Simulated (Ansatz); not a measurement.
Level of theory: Ansatz, DFT PBE, scalar-relativistic, plane waves, PAW. All cells share a 420 eV cutoff and Γ-centred k meshes spaced at most about 0.3 Å⁻¹ (2π included). No spin polarisation in the final relaxations.

All energies are static (0 K, no zero-point motion).

Two forms of Sn₂GeO₃ were relaxed alike.

A.

```yaml
crystal:
  lattice:
    - [3.79016, 0.00000, 0.00000]
    - [0.00000, 3.79016, 0.00000]
    - [0.00000, 0.00000, 14.73163]
  atoms:
    - { symbol: Sn, position: [0.00000, 0.00000, 0.07897] }
    - { symbol: Sn, position: [0.00000, 0.00000, 0.40419] }
    - { symbol: Sn, position: [0.00000, 0.00000, 0.75213] }
    - { symbol: Sn, position: [0.50000, 0.50000, 0.59098] }
    - { symbol: Ge, position: [0.50000, 0.50000, 0.25710] }
    - { symbol: Ge, position: [0.50000, 0.50000, 0.93153] }
    - { symbol: O, position: [0.00000, 0.50000, 0.99798] }
    - { symbol: O, position: [0.00000, 0.50000, 0.32346] }
    - { symbol: O, position: [0.00000, 0.50000, 0.67111] }
    - { symbol: O, position: [0.50000, 0.00000, 0.99798] }
    - { symbol: O, position: [0.50000, 0.00000, 0.32346] }
    - { symbol: O, position: [0.50000, 0.00000, 0.67111] }
```

B.

```yaml
crystal:
  lattice:
    - [4.14034, 0.00000, 0.00000]
    - [0.00000, 3.52588, 0.00000]
    - [-0.00658, 0.00000, 14.87624]
  atoms:
    - { symbol: Sn, position: [0.97529, 0.50000, 0.07762] }
    - { symbol: Sn, position: [0.01067, 0.50000, 0.40305] }
    - { symbol: Sn, position: [0.01401, 0.50000, 0.74972] }
    - { symbol: Sn, position: [0.51325, 0.00000, 0.59298] }
    - { symbol: Ge, position: [0.55042, 0.00000, 0.25758] }
    - { symbol: Ge, position: [0.43601, 0.00000, 0.93191] }
    - { symbol: O, position: [0.02191, 0.00000, 0.99203] }
    - { symbol: O, position: [0.96495, 0.00000, 0.31747] }
    - { symbol: O, position: [0.01325, 0.00000, 0.66062] }
    - { symbol: O, position: [0.49978, 0.50000, 0.00505] }
    - { symbol: O, position: [0.48757, 0.50000, 0.33085] }
    - { symbol: O, position: [0.51289, 0.50000, 0.68112] }
```

Question: Which would you expect to be lower, and how large is the difference?

Answer: B is lower, by 4 meV/atom. A has space group P4mm (No. 99), 17.6 Å³/atom and a gap of 0.85 eV on its mesh; B has space group Pm (No. 6), 18.1 Å³/atom and a gap of 0.90 eV. Counting O atoms around Ge and Sn (those within 1.25 times the shortest such distance or 1.15 times the sum of covalent radii, 1.27 where that leaves under three), A has Sn 4, Ge 4 and B has Sn 4, Ge 3. In A, around Sn on its first site lie 4 O at 2.24 Å; Ge on its first site has 4 O at 2.13 Å; O on its first site has 2 Ge at 2.13 Å, 2 Sn at 2.24 Å and 4 O at 2.68 Å; 6 more sites not described. In B, Sn on its first site has 3 O at 2.18–2.24 Å and 1 O at 2.43 Å; around Ge on its first site lie 1 O at 1.93 Å and 2 O at 2.09 Å; O on its first site is surrounded by 1 Ge at 1.93 Å and 2 Sn at 2.18 Å; 9 more sites not described. Both come from invented guesses.

Weakly bound directions are ill-defined at this level, which has no dispersion term (P4mm, Pm), and this can change margins and order among such cells. Kohn–Sham gaps at this level usually fall short of measured ones. Cells relaxed within their symmetry can be saddle points. The Pm cell of Sn2GeO3 came from shaking the P4mm one.
